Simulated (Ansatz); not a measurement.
# Find the missing element

Cell vectors (Å):

```
0.0000 2.1593 2.1593
2.1593 0.0000 2.1593
2.1593 2.1593 0.0000
```

```tsv
atom	a	b	c
X	0.0000	0.0000	0.0000
```

These are results of PBEsol, all-electron LAPW in Ansatz 0.2.0, scalar-relativistic, not measurements. k mesh 20×20×20, Fermi-Dirac smearing of 0.050 eV.

Harmonic phonons of a crystal by Kohn-Sham DFT at the given cell, standard atomic masses, acoustic sum rule imposed; negative wavenumbers are unstable modes.

```
       point  q a (r.l.u.)  q b (r.l.u.)  q c (r.l.u.)  branch  phonon wavenumber (cm⁻¹)
    0.25/0/0          0.25             0             0       1                      86.4
    0.25/0/0          0.25             0             0       3                     232.9
           L           0.5             0             0       1                     127.6
           L           0.5             0             0       3                     318.5
 0.25/0.25/0          0.25          0.25             0       1                     162.2
 0.25/0.25/0          0.25          0.25             0       3                       208
  0.5/0.25/0           0.5          0.25             0       1                     184.7
  0.5/0.25/0           0.5          0.25             0       2                     244.3
  0.5/0.25/0           0.5          0.25             0       3                     312.1
-0.25/0.25/0         -0.25          0.25             0       1                     127.7
-0.25/0.25/0         -0.25          0.25             0       2                     263.1
-0.25/0.25/0         -0.25          0.25             0       3                     272.9
           X           0.5           0.5             0       1                     241.9
           X           0.5           0.5             0       3                     347.5
           W         -0.25           0.5          0.25       1                     222.7
           W         -0.25           0.5          0.25       2                     309.6
```

Problem. All X atoms are one element. Which one was computed?

Solution. Li; the crystal is Li (Fm-3m, a database entry that needn't be its stable phase).

Caveats: responses of metals move with mesh and smearing.
